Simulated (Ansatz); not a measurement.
# WS2, one structure, two calculations

Cell: an entry of the Crystallography Open Database (COD), its atoms then relaxed with PBE in this cell.

```
W S
1.0
     3.15320    0.00000    0.00000
    -1.57660    2.73075    0.00000
     0.00000    0.00000   12.32300
W S
2 4
Direct
  0.33333 0.66667 0.25000
  0.66667 0.33333 0.75000
  0.33333 0.66667 0.62206
  0.66667 0.33333 0.12206
  0.33333 0.66667 0.87794
  0.66667 0.33333 0.37794
```

Sites (sets of like atoms) are named by element and the number of their first atom in this list.

First run. The numbers come from a DFT calculation in Ansatz (PBE, plane waves and PAW, scalar-relativistic, collinear spin, 420 eV cutoff, Γ-centred 16×16×4 k-points, Fermi–Dirac smearing 0.02 eV). Start moments as typed (μB): 2 on each W, none on the rest.

```
site  atom  V_zz (10²¹ V/m²)     η
   W     1            -16.96  0.00
   S     3             -4.29  0.00
```

Second run. The same atoms and settings, except that the functional is PBEsol.

Task: What does the second run give?

Result: 

| site | atom | V_zz | η | change of V_zz |
| --- | --- | --- | --- | --- |
| W | 1 | -16.96 | 0.00 | 0.00 |
| S | 3 | -4.32 | 0.00 | -0.03 |

The largest change of V_zz is on S, from -4.29 to -4.32. In per cent, |V_zz| changes by 0 on W, +1 on S (all sites that start above 0.5).

Without spin–orbit coupling the gradients at and beside W can be off by some per cent, at some sites by more. The start moments die out, and the run ends without spin.
For the second run: The largest force is 0.3 eV/Å, so the atoms aren't at the calculated equilibrium and relaxing them would move these values.
